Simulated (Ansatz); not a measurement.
AlP:
```cif
data_AlP
_chemical_formula_sum 'P1 Al1'
_space_group_name_H-M_alt 'P 1'
_space_group_IT_number 1
_cell_length_a 3.84223
_cell_length_b 3.84223
_cell_length_c 3.84223
_cell_angle_alpha 60.000
_cell_angle_beta 60.000
_cell_angle_gamma 60.000
loop_
_space_group_symop_operation_xyz
  'x, y, z'
loop_
_atom_site_label
_atom_site_type_symbol
_atom_site_fract_x
_atom_site_fract_y
_atom_site_fract_z
_atom_site_occupancy
P1 P 0.75000 0.75000 0.75000 1
Al1 Al 0.00000 0.00000 0.00000 1
```

Relaxed with LDA.

Give the optical modes at the zone centre with their infrared and Raman activity from DFPT, the program Ansatz at the LDA level (PAW).

Transverse frequencies, without the LO–TO term; a row sums one degenerate level.

```tsv
ω (cm⁻¹)	degeneracy	IR ((D/Å)²/amu)	Raman (Å⁴/amu)	activity	symmetry
440	3	23.60	84	IR+Raman	T2
```

How high does the top mode go among those that the LO–TO term moves?

494 cm⁻¹ for q along x.

Space group F-43m (zinc blende). The cell was relaxed with LDA under the symmetry of its start; phonons on a q-mesh show no instability.

Potentials: the later of the program's two PAW sets.
